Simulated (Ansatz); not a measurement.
**B2Ru: computed property card**

B₂Ru:
```xyz
3
Lattice="3.0149 0.0000 0.0000 -1.5075 2.6110 0.0000 0.0000 0.0000 3.2576" Properties=species:S:1:pos:R:3 pbc="T T T"
Ru     0.0000     0.0000     0.0000
B      0.0000     1.7407     1.6288
B      1.5075     0.8703     1.6288
```

Space group P6/mmm (No. 191); conventional cell a = 3.0149 Å, b = 3.0149 Å, c = 3.2576 Å, α = 90.00°, β = 90.00°, γ = 120.00°.

Method: plane-wave PAW r²SCAN (Ansatz code). The cell and atoms are relaxed at this level. Other levels are named where they apply.

### Cell and energy

```json
{
  "volume_per_atom": "8.55 Å³",
  "density": "7.94 g/cm³",
  "Formation energy from the elements (no fitted shifts)": "0.16 eV/atom"
}
```

### Electronic structure

```json
{
  "electronic_character": "metallic (no gap)",
  "Density of states at the Fermi level": "0.59 states/eV per atom (mean over ±0.08 eV)",
  "Gap with spin–orbit coupling": "none (metallic)"
}
```

### Mechanics

```json
{
  "Bulk modulus (Birch–Murnaghan fit)": "2970 kbar",
  "Pressure derivative B′": "4.3",
  "Elastic constants (relaxed ions, GPa)": "C11 = 450, C12 = 272, C13 = 205, C33 = 431, C44 = 29.8",
  "mechanical_stability": "stable (all eigenvalues of C positive)",
  "hill_bulk_and_shear_moduli": "298 and 62.1 GPa",
  "Young's modulus": "174 GPa",
  "Poisson's ratio": "0.40",
  "debye_temperature_from_the_elastic_constants": "461 K"
}
```

### Charges

```json
{
  "bader_charges": "Ru +0.49, B -0.25 e"
}
```

A made-up cell: these elements were put on the sites of a structure type; neither database checked (COD, Materials Project) lists it. COD files the formula under space group No. 59. Whether it is the stable phase at ambient conditions was not checked. Symmetry was held in the r²SCAN relaxation; whether a distortion lowers the energy is not shown. The run is not spin-polarised. As this level gives no gap, shear constants depend on the k-mesh and smearing (Fermi–Dirac, 0.1 eV here). On the denser mesh and wider smearing of the elastic run this cell carries a stress of 0.4 GPa. The references are the lowest solids computed at this level, not always the standard phases. Scalar-relativistic: spin–orbit coupling is off unless named, which matters more the heavier the elements.

Potentials: the earlier of the program's two PAW sets.
